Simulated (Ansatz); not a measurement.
**Structures of KI₂: which is lowest?**

Plane-wave DFT in Ansatz with scalar-relativistic PAW potentials, cutoff 420 eV, Γ-centred meshes chosen by cell and gap, Gaussian smearing with energies taken to zero width. Every cell was relaxed (cell and atoms) in a run of its own, within the symmetry of its start. Functional: PBE.

Relaxed structures (starts from databases or built by putting these elements on another compound's sites):
A. P6/mmm, 3 atoms in the computed cell, a = 5.913 Å, c = 4.549 Å; sites (symmetry × multiplicity) K 6/mmm × 1, I -6m2 × 2; start: built
B. P4_2/mnm, 6 atoms in the computed cell, a = 7.359 Å, c = 6.401 Å; sites (symmetry × multiplicity) K m.mm × 2, I m.2m × 4; start: built

Rank them by energy. Could pressure change the order?

| structure | group | E − E(lowest) (meV/atom) | V (Å³/atom) | gap on mesh (eV) |
| --- | --- | --- | --- | --- |
| A | P6/mmm | 0.0 | 45.92 | 0.00 |
| B | P4_2/mnm | 17.7 | 57.77 | 0.00 |

A is lowest, 18 meV/atom under B. The lowest is also the densest of these, so pressure wouldn't bring one of the others in at first order. Other structures may lie lower than all of these, and vibrations aren't counted.

Spin-orbit coupling is left out, which matters for the bands of heavy elements. Spin polarisation was left out, and a magnetic state may lie lower.